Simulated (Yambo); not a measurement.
# Convergence of the G0W0 gap of Rb$_{2}$PtH$_{6}$

G0W0@LDA for Rb2PtH6 (space group Fm-3m, No. 225) in Yambo. Reference settings: 2×2×2 Γ-centred k mesh, bands 5 to 278 and a 8 Ry block in the screening, 278 bands in G with the Bruneval-Gonze terminator, plasmon pole fitted at 27.2 eV. The LDA gap X → X on this mesh is 3.78 eV; G0W0 gaps are taken between the same points.

```csv
change from the reference,G0W0 gap X → X (eV),shift of the valence edge (eV),rough Yambo cost
reference settings,6.28,-1.57,1
"98 bands in W, 98 bands in G",6.18,-1.32,about 1/2
"175 bands in W, 175 bands in G",6.24,-1.49,within a factor of two
98 bands in G,6.27,-1.53,–
175 bands in G,6.28,-1.56,–
123 bands in W,6.21,-1.42,within a factor of two
1 Ry block,5.83,-1.12,within a factor of two
3 Ry block,6.05,-1.34,within a factor of two
7 Ry block,6.24,-1.54,within a factor of two
pole fitted at 55 eV,6.35,-1.68,–
no random integration,6.17,-1.30,–
"98 bands in G, no terminator",6.25,-1.22,–
"175 bands in G, no terminator",6.29,-1.42,–
no terminator,6.30,-1.52,–
```

The reference isn't shown to be the converged limit. Costs are rough (shared machines), scaled to the same edge states, and given only for runs that recompute the screening.

Spin-orbit coupling is left out, which matters for elements this heavy: edges can move by tenths of an eV.

Geometry of the Materials Project entry, not relaxed at this level; primitive cell a = b = c = 6.0257 Å, α = β = γ = 60.00°.

The structure is a Materials Project entry; no match was found in the copy of COD used, and its stability was not checked.

A shift is the quasiparticle energy of the state minus its LDA energy.
